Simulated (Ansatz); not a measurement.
Ansatz input

```yaml
crystal:
  lattice:
    - [4.247641333, 0.0, 0.0]
    - [-2.1238206665, 3.6785653005, 0.0]
    - [0.0, 0.0, 2.4101010338]
  atoms:
    - { symbol: Fe, position: [1.0, 0.0, 0.0], spin: 2.629 }
    - { symbol: Fe, position: [0.3333333333, 0.6666666667, 0.5], spin: 2.482 }
    - { symbol: Fe, position: [0.6666666667, 0.3333333333, 0.5], spin: 2.482 }
hamiltonian:
  xc: blyp
  pseudopotentials:
    kind: paw
    azcp:
      Fe: "pseudopotentials/Fe.paw.azcp"
basis:
  ecutwfc: 420
  fft_grid_basis: typed
kpoints:
  mp_grid: { grid: [11, 11, 17], shift: [0, 0, 0] }
magnetization:
  spin_polarized: true
scf:
  occupations: { method: fermi_dirac, width: 0.05 }
```

and its output:

```
Engine: ansatz 0.2.0, aarch64-unknown-linux-gnu
Pseudopotentials: kind: paw
Pseudopotential: Fe, paw, valence charge 16, recommended cutoff 420 eV (normal) 
Functional definition: BLYP
  parameter beta = 0.0042
  parameter a = 0.04918
  parameter b = 0.132
  parameter c = 0.2533
  parameter d = 0.349
  exchange = b88_x(beta = beta)
  correlation = lyp_c(a = a, b = b, c = c, d = d)
Crystal: 3 atoms, lattice volume = 37.658 Å³
Basis set: ecut = 420 eV, 723 PW (Γ), exchange–correlation on 60×60×36 points (8 copies of the dense FFT grid, shifted against one another)
Bands: 34, of which v1, the nominal top of the filled ones, is band 24 counted from 1 (23 counted from 0)
Symmetry: 24 space group operations
Space group: P6/mmm (ITA 191), of the structure as read, at distance tolerance 3.4e-5 Å
Magnetic group: BNS 191.233 (UNI 1463), of the structure as read, at distance tolerance 3.4e-5 Å
k-points: 144 of 2057
Non-local potential: Fe, projectors of the file, l = 0: 3, l = 1: 2, l = 2: 3, l = 3: 1
PAW form: soft (Blöchl's): semilocal exchange-correlation on the pseudo side does not see the compensation charge
PAW frozen core: Fe, regenerated for the run's functional, and the local potential with it (the file was generated under x = pbe(κ = 0.804, μ = 0.2195149727645171), c = pbe(β = 0.06672455060314922))
PAW one-centre angular grid: Fe, 590 points (default); XC on 64 Gauss nodes
Initial density: superposition of atomic densities (chi_scale 0.1, normalization cell)
Starting moments: Σ|m| = 7.593 μB on 3 of 3 sites
Initial wavefunctions: pseudopotential atomic-orbital guess
Functional: x = b88, c = lyp
SCF iter   1: F=—  HF=-13462.656687 eV  |F-HF|=—  |Δ(HF+E_count)|=         —  Δρ=7.09e-2 (↑1.80e-2 ↓7.09e-2)  dr2=1.52e0  dr2_m=3.79e-1  M=7.367 μB ∫|m|=7.467 μB  β_m=0.30  ethr=3.10e-3  ⟨swp⟩=5.5  Hψ=32617  notcnv=0  defer=22
Mixer restart at iter 1: flushing history
SCF iter   2: F=—  HF=-13462.441224 eV  |F-HF|=—  |Δ(HF+E_count)|=   2.15e-1  Δρ=4.70e-2 (↑2.67e-2 ↓4.70e-2)  dr2=1.20e-1  dr2_m=4.59e-1  M=7.626 μB ∫|m|=7.772 μB  β_m=0.48  ethr=3.10e-3  ⟨swp⟩=2.0  Hψ=14090  notcnv=0  defer=753
SCF iter   3: F=—  HF=-13463.340171 eV  |F-HF|=—  |Δ(HF+E_count)|=   8.99e-1  Δρ=2.60e-2 (↑2.60e-2 ↓1.88e-2)  dr2=3.36e-2  dr2_m=1.63e-1  M=7.676 μB ∫|m|=7.886 μB  β_m=0.74  ethr=2.50e-4  ⟨swp⟩=2.4  Hψ=15564  notcnv=0  defer=754
SCF iter   4: F=—  HF=-13463.885430 eV  |F-HF|=—  |Δ(HF+E_count)|=   5.45e-1  Δρ=2.16e-2 (↑2.16e-2 ↓7.20e-3)  dr2=1.09e-1  dr2_m=5.35e-2  M=7.658 μB ∫|m|=7.917 μB  β_m=0.81  ethr=6.99e-5  ⟨swp⟩=2.3  Hψ=15670  notcnv=0  defer=754
SCF iter   5: F=—  HF=-13464.006124 eV  |F-HF|=—  |Δ(HF+E_count)|=   1.21e-1  Δρ=1.44e-2 (↑1.44e-2 ↓1.31e-2)  dr2=2.65e-1  dr2_m=4.20e-3  M=7.552 μB ∫|m|=7.841 μB  β_m=0.52  ethr=6.99e-5  ⟨swp⟩=3.0  Hψ=21483  notcnv=0  defer=758
SCF iter   6: F=—  HF=-13463.991329 eV  |F-HF|=—  |Δ(HF+E_count)|=   1.48e-2  Δρ=2.76e-3 (↑2.76e-3 ↓1.24e-3)  dr2=3.29e-3  dr2_m=7.83e-4  M=7.544 μB ∫|m|=7.831 μB  β_m=0.70  ethr=6.99e-5  ⟨swp⟩=2.8  Hψ=20197  notcnv=0  defer=760
SCF iter   7: F=—  HF=-13463.992837 eV  |F-HF|=—  |Δ(HF+E_count)|=   1.51e-3  Δρ=1.30e-3 (↑1.30e-3 ↓6.76e-4)  dr2=3.14e-4  dr2_m=2.31e-4  M=7.535 μB ∫|m|=7.826 μB  β_m=0.85  ethr=6.85e-6  ⟨swp⟩=2.1  Hψ=15040  notcnv=0  defer=760
SCF iter   8: F=—  HF=-13463.992759 eV  |F-HF|=—  |Δ(HF+E_count)|=   7.79e-5  Δρ=1.96e-4 (↑1.84e-4 ↓1.96e-4)  dr2=4.12e-5  dr2_m=8.68e-7  M=7.537 μB ∫|m|=7.828 μB  β_m=0.85  ethr=6.53e-7  ⟨swp⟩=2.1  Hψ=14410  notcnv=0  defer=760
SCF iter   9: F=—  HF=-13463.992782 eV  |F-HF|=—  |Δ(HF+E_count)|=   2.24e-5  Δρ=1.15e-4 (↑8.07e-5 ↓1.15e-4)  dr2=9.55e-6  dr2_m=3.03e-7  M=7.535 μB ∫|m|=7.826 μB  β_m=0.80  ethr=8.58e-8  ⟨swp⟩=2.2  Hψ=12357  notcnv=0  defer=760
SCF iter  10: F=—  HF=-13463.992781 eV  |F-HF|=—  |Δ(HF+E_count)|=   2.90e-7  Δρ=1.36e-5 (↑1.18e-5 ↓1.36e-5)  dr2=2.07e-8  dr2_m=4.67e-8  M=7.534 μB ∫|m|=7.825 μB  β_m=0.88  ethr=1.99e-8  ⟨swp⟩=2.0  Hψ=12727  notcnv=0  defer=760
SCF iter  11: F=-13463.992781 eV  HF=-13463.992781 eV  |F-HF|=3.97e-8  |Δ(HF+E_count)|=   1.46e-7  Δρ=7.20e-6 (↑2.92e-6 ↓7.20e-6)  dr2=4.26e-8  dr2_m=2.72e-9  M=7.534 μB ∫|m|=7.825 μB  ethr=4.32e-11  ⟨swp⟩=1.1  Hψ=27856  notcnv=0
SCF 1 converged in 11 iterations: F = -13463.992781 eV  dr2 = 4.26e-8
SCF converged after 11 iterations
Magnetization: 7.5337 μB (27.7668 up, 20.2332 down)
Absolute magnetization: 7.8251 μB (∫|ρ↑−ρ↓|, with the PAW one-centre terms)
Spin contamination: 0.1270 ħ² per cell (⟨S²⟩ above its minimum at these occupations)
Per-site moments (μB) at R_I (Å): [(2.6120089785154343, 0.9941666764425), (2.4808645732173105, 0.9941666764425), (2.4808645732173105, 0.9941666764425)]
Free energy (F): -13463.992781 eV
Harris-Foulkes:  -13463.992781 eV  (|F-HF|=3.97e-8)
Internal energy: -13463.966214 eV  (E = F + TS)
E sigma→0 (E₀):  -13463.979498 eV
Entropy (-TS):   -0.026567 eV (-8.856 meV/atom)
Fermi energy:    17.097303 eV
--- Per-component energies (eV) ---
  E_band       = -701.462675
  E_kinetic    = 1047.659113
  E_local      = -6601.380102  (includes V_loc(G=0)·N_el)
  E_nonlocal   = 657.901852
  E_hartree    = 2769.483865
  E_xc         = -345.698974
  E_vxc        = -443.955410  (∫ρ·V_xc dr)
  E_paw        = -4133.148806  (= ΣΔE_a)
  E_vpaw       = -900.659284  (= ΣTr[D̂ρ^β])
  E_aug_tail   = 0.002798  (compensation charges beyond the density's cutoff)
  E_ewald      = -6858.815807
  E_core_change = 0.029847  (= ΣΔE_core)
  E_smearing   = -0.026567  (= −TS)
  E_closure    = -0.000000  (closes the sum)
  Σ components = -13463.992781   (vs F -13463.992781, Δ=0.00e0)
```
